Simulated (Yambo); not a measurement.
G0W0@LDA for AlPO4 (space group P2_1, No. 4) in Yambo. Reference settings: 2×1×2 Γ-centred k mesh, 264 bands and a 7 Ry block in the screening, 264 bands in G with the Bruneval-Gonze terminator, plasmon pole fitted at 27.2 eV. The LDA gap Γ → Γ on this mesh is 5.52 eV; G0W0 gaps are taken between the same points.

The settings were changed. The gap went from 8.73 eV to 8.66 eV, and the shift of the valence edge from -1.84 eV to -1.74 eV.

### Question
What was changed between the two runs?
(A) 6 Ry block
(B) no terminator
(C) pole fitted at 10 eV
(D) 124 bands in W

### Answer
C, pole fitted at 10 eV. The others gave (gap, valence shift): 124 bands in W: 8.80, -1.75 eV; no terminator: 8.62, -1.63 eV; 6 Ry block: 8.69, -1.82 eV.

Geometry of the Materials Project entry, not relaxed at this level; primitive cell a = 4.982 Å, b = 8.271 Å, c = 5.061 Å, α = γ = 90.00°, β = 118.56°.

A shift is the quasiparticle energy of the state minus its LDA energy.
